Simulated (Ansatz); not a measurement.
Fe:
```xyz
1
Lattice="-1.4334 1.4334 1.4334 1.4334 -1.4334 1.4334 1.4334 1.4334 -1.4334" Properties=species:S:1:pos:R:3 pbc="T T T"
Fe     0.0000     0.0000     0.0000
```
Starting moments (μB, in the order of the atoms Fe): 2.8.

Relaxed with r²SCAN. Special points in fractions of this cell's reciprocal vectors: Γ (0.000, 0.000, 0.000); H (0.500, -0.500, 0.500); N (0.000, 0.000, 0.500); P (0.250, 0.250, 0.250).

**Question.** List the band energies nearest the Fermi level at these points for the program Ansatz at the r²SCAN level (PAW).

**Answer.** In eV from the Fermi level; about four levels below and three above (degenerate sets whole), none deeper than 8.9 eV; … stands for higher levels left out; points with the same levels are listed once.

```tsv
k	below	above
Γ ↑	-3.06 -3.06 -3.06 -1.86 -1.86	…
H ↑	-5.32 -5.32 -0.76 -0.76 -0.76	…
N ↑	-4.06 -1.82 -1.70 -0.51	0.49 …
P ↑	-3.81 -3.81 -3.81 -1.67 -1.67	…
Γ ↓	–	0.36 0.36 0.36
H ↓	-2.68 -2.68	3.14 3.14 3.14
N ↓	-3.55 -1.07 -0.09	2.44 2.91 …
P ↓	-1.62 -1.62 -1.62	2.96 2.96 …
```

Space group Im-3m (bcc (W type)). The cell was relaxed with r²SCAN under the symmetry of its start. The final state is ferromagnetic, chosen from 3 collinear starts compared on coarse meshes (ties went to the first, and starts can fall back to one state), not a proven ground state. Textbook magnetic order: ferromagnetic. Other orbital occupations within this spin state were not tried. For itinerant 3d metals, meta-GGAs of the SCAN family and hybrids are commonly reported to give too large moments.

Potentials: the earlier of the program's two PAW sets.
